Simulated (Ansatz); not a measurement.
Relaxation of a generated cell, Ge2W placed in the AFLOW prototype A2B_tP6_129_ac_c (C38, as in Cu2Sb); 6 atoms in the cell, which starts as P4/nmm, origin choice 1 (No. 129), tP6; a = 3.9491 Å, b = 3.9491 Å, c = 6.0258 Å, α = 90.00°, β = 90.00°, γ = 90.00°. All values below come from r2SCAN (plane waves to 500 eV, PAW, scalar-relativistic; Ansatz, a first-principles code). Γ-centred k-mesh 8×8×6 on the run's cell, Fermi–Dirac smearing 0.05 eV. This is the first round of the run. 

The optimiser's lines from the output (shortened; P is positive under compression):

```
relax step   1: F+E_penalty+E_count = -37999.51832315 eV  Δ(F+E_penalty+E_count) = +0.000e0 eV  max|allowed force component| = 3.370e0 eV/Å  Δτ_max = 0.0000 Å  P = +10.089 GPa  Ω = 93.977 Å³  (9 SCF iters, dr2 threshold 1.00e-7 eV, accepted)
relax step   2: F+E_penalty+E_count = -38000.67567181 eV  Δ(F+E_penalty+E_count) = -1.157e0 eV  max|allowed force component| = 1.166e0 eV/Å  Δτ_max = 0.1979 Å  P = +3.393 GPa  Ω = 97.380 Å³  (9 SCF iters, dr2 threshold 6.00e-7 eV, accepted)
relax step   3: F+E_penalty+E_count = -38001.71019995 eV  Δ(F+E_penalty+E_count) = -1.035e0 eV  max|allowed force component| = 1.700e0 eV/Å  Δτ_max = 0.1826 Å  P = +2.679 GPa  Ω = 97.836 Å³  (10 SCF iters, dr2 threshold 6.00e-7 eV, accepted)
relax step   4: F+E_penalty+E_count = -38003.03627595 eV  Δ(F+E_penalty+E_count) = -1.326e0 eV  max|allowed force component| = 1.675e0 eV/Å  Δτ_max = 0.1312 Å  P = +1.169 GPa  Ω = 97.895 Å³  (9 SCF iters, dr2 threshold 6.00e-7 eV, accepted)
relax step   5: F+E_penalty+E_count = -38004.23662363 eV  Δ(F+E_penalty+E_count) = -1.200e0 eV  max|allowed force component| = 8.111e-1 eV/Å  Δτ_max = 0.1145 Å  P = +1.024 GPa  Ω = 97.563 Å³  (9 SCF iters, dr2 threshold 6.00e-7 eV, accepted)
relax step   6: F+E_penalty+E_count = -38005.13118419 eV  Δ(F+E_penalty+E_count) = -8.946e-1 eV  max|allowed force component| = 2.466e-1 eV/Å  Δτ_max = 0.0937 Å  P = +2.500 GPa  Ω = 95.075 Å³  (8 SCF iters, dr2 threshold 6.00e-7 eV, accepted)
relax step   7: F+E_penalty+E_count = -38005.44565611 eV  Δ(F+E_penalty+E_count) = -3.145e-1 eV  max|allowed force component| = 1.678e-1 eV/Å  Δτ_max = 0.0553 Å  P = +1.888 GPa  Ω = 94.123 Å³  (8 SCF iters, dr2 threshold 6.00e-7 eV, accepted)
relax step   8: F+E_penalty+E_count = -38005.45502001 eV  Δ(F+E_penalty+E_count) = -9.364e-3 eV  max|allowed force component| = 8.661e-2 eV/Å  Δτ_max = 0.0114 Å  P = +0.112 GPa  Ω = 94.843 Å³  (6 SCF iters, dr2 threshold 6.00e-7 eV, accepted)
relax step   9: F+E_penalty+E_count = -38005.45563003 eV  Δ(F+E_penalty+E_count) = -6.100e-4 eV  max|allowed force component| = 5.628e-3 eV/Å  Δτ_max = 0.0040 Å  P = +0.002 GPa  Ω = 94.914 Å³  (5 SCF iters, dr2 threshold 4.69e-7 eV, accepted)
relax step  10: F+E_penalty+E_count = -38005.45563461 eV  Δ(F+E_penalty+E_count) = -4.581e-6 eV  max|allowed force component| = 9.897e-4 eV/Å  Δτ_max = 0.0004 Å  P = +0.002 GPa  Ω = 94.918 Å³  (5 SCF iters, dr2 threshold 3.74e-9 eV, accepted)
relax step  11: F+E_penalty+E_count = -38005.48085104 eV  Δ(F+E_penalty+E_count) = -2.522e-2 eV  max|allowed force component| = 3.126e-3 eV/Å  Δτ_max = 0.0000 Å  P = +0.396 GPa  Ω = 94.918 Å³  stress off target by 1.20e0 GPa  SCF on the basis re-selected at this cell (its energy is not comparable with the rows above)  (10 SCF iters)
relax step  12: F+E_penalty+E_count = -38005.48184819 eV  Δ(F+E_penalty+E_count) = -9.972e-4 eV  max|allowed force component| = 1.278e-3 eV/Å  Δτ_max = 0.0010 Å  P = +0.031 GPa  Ω = 95.061 Å³  (4 SCF iters, dr2 threshold 6.00e-7 eV, accepted)
relax step  13: F+E_penalty+E_count = -38005.48185159 eV  Δ(F+E_penalty+E_count) = -3.395e-6 eV  max|allowed force component| = 2.698e-5 eV/Å  Δτ_max = 0.0002 Å  P = +0.001 GPa  Ω = 95.072 Å³  (4 SCF iters, dr2 threshold 2.55e-8 eV, accepted)
relax step  14: F+E_penalty+E_count = -38005.48191552 eV  Δ(F+E_penalty+E_count) = -6.394e-5 eV  max|allowed force component| = 5.934e-5 eV/Å  Δτ_max = 0.0000 Å  P = +0.001 GPa  Ω = 95.072 Å³  stress off target by 1.64e-3 GPa  SCF on the basis re-selected at this cell (its energy is not comparable with the rows above)  (6 SCF iters)
```

From the first to the last row the energy changes by -0.99 eV/atom and the volume by +1.2 %. The last row is marked as not comparable with the walk above it, whose basis was carried along; it does compare with step 1, since both stand on a basis selected at the nominal cutoff for their own cell.

Later rounds, restarted from the end of this one on a renewed k-mesh, logged 4 more steps and released under 0.01 eV/atom more. The final structure after all rounds: P4/nmm, origin choice 1 (No. 129), tP6; a = b = 3.506 Å, c = 7.734 Å, α = β = γ = 90.00°. Between re-selections the logged energies stand on a plane-wave basis carried along with the cell. No spin polarisation in the result.

The run could not lose the symmetry of its start: the end is stationary, and may be a saddle point rather than a minimum.

The relaxed structure here is a generated cell of Ge2W: the first start was made by placing the elements on the sites of a structure type, and the end was not matched to a known phase here, so it may be hypothetical.
